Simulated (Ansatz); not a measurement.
Given:

BW2:
Space group I4/mcm (No. 140); a = b = 5.504 Å, c = 4.725 Å, α = β = γ = 90.00°

```csv
atom,site,symmetry,x,y,z
B,4a,422,0.0000,0.0000,0.2500
W,8h,m.2m,0.1699,0.3301,0.0000
```
(The calculation used a cell of 6 atoms; values per cell refer to that cell.)

This is the LDA-relaxed structure.

Task: All from the program Ansatz at the LDA level (PAW), unless another level is named. Estimate the bulk modulus (Birch–Murnaghan fit).

Result: 360 GPa.

Task: Next, the highest zone-centre frequency?

Result: 73.0 meV.

The first step of the workflow began from a Materials Project structure, measured or hypothetical; the Crystallography Open Database files this formula in space group No. 140, but the cells were not matched. Its standing as an ambient phase is unchecked. Symmetry was held in the LDA relaxation. At this level the phase is dynamically unstable (imaginary phonons). No spin polarisation was allowed. Spin–orbit coupling is left out wherever it is not named.

Potentials: the later of the program's two PAW sets.
